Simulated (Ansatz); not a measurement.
A geometry of ZnInGaO4 away from equilibrium: step 2 of the relaxation of a relaxed ZnInGaO4 cell shaken by Gaussian noise of σ = 0.08 Å a coordinate. These are r2SCAN (plane waves to 500 eV, PAW, scalar-relativistic; Ansatz, a quantum-chemistry and plane-wave program) values and carry that method's errors. Γ-centred k-mesh 8×8×8 on the run's cell (coarser than for final values), Fermi–Dirac smearing 0.05 eV.

```xyz
7
Lattice="1.6342 0.9607 8.6384 -1.6699 0.9505 8.6464 -0.0267 -1.9060 8.6418" Properties=species:S:1:pos:R:3:forces:R:3 pbc="T T T" free_energy=-15004.757 pressure_GPa=0.5
In    -0.1496     0.0591    25.8297    0.8428   -0.3468   -0.0465
Ga    -0.0717    -0.0630     5.5302    0.4817    1.1766   -0.8330
Zn    -0.0897    -0.0273    20.2296    0.0058    0.2637   -0.0112
O     -0.0405     0.0064     3.4828    0.0188   -0.2636    0.4647
O     -0.0693     0.0166    22.7537   -0.4732   -1.1162   -0.0106
O     -0.0241    -0.0170     7.4367   -0.2826    0.3696    0.3867
O     -0.0281     0.0759    18.2384   -0.5930   -0.0837    0.0497
```

Positions in Å, forces in eV/Å, free energy of the cell in eV (comparable only within this code, potentials and settings). Largest force: 1.52 eV/Å, on Ga2 (atoms numbered as listed); the geometry lies 0.02 eV/atom above the end of its relaxation.

No spin polarisation in the result.
